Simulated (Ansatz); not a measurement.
Mg2Ge:
```yaml
crystal:
  lattice:
    - [0.00000, 3.21048, 3.21048]
    - [3.21048, 0.00000, 3.21048]
    - [3.21048, 3.21048, 0.00000]
  atoms:
    - { symbol: Ge, position: [0.00000, 0.00000, 0.00000] }
    - { symbol: Mg, position: [0.25000, 0.25000, 0.25000] }
    - { symbol: Mg, position: [0.75000, 0.75000, 0.75000] }
```

The program Ansatz at the PBE level (PAW) gives a gap of 0.16 eV without spin–orbit coupling, maximum at Γ, minimum at X.

### Question
What happens when spin–orbit coupling is switched on?

### Answer
The gap falls by 0.07 eV, to 0.09 eV; maximum at Γ, minimum at X.

### Question
How large is the spin–orbit splitting of the valence top at Γ?

### Answer
The fourfold level lies 0.19 eV above the split-off pair.

### Question
Give the electron effective mass with spin–orbit coupling.

### Answer
0.19, 0.19, 0.55 mₑ (principal values).

### Question
Give the hole effective mass with spin–orbit coupling, band 1 of 2 at the edge.

### Answer
0.33 along [100], 0.66 along [110], 0.92 along [111] (mₑ).

### Question
Give the hole effective mass with spin–orbit coupling, band 2 of 2 at the edge.

### Answer
0.090 along [100], 0.080 along [110], 0.077 along [111] (mₑ).

### Question
Give the Z2 indices of the occupied bands with spin–orbit coupling.

### Answer
0;(000).

Space group Fm-3m (anti-fluorite). The cell was relaxed with PBE under the symmetry of its start; of distortions, only those at the zone centre were tested.

Potentials: the later of the program's two PAW sets.
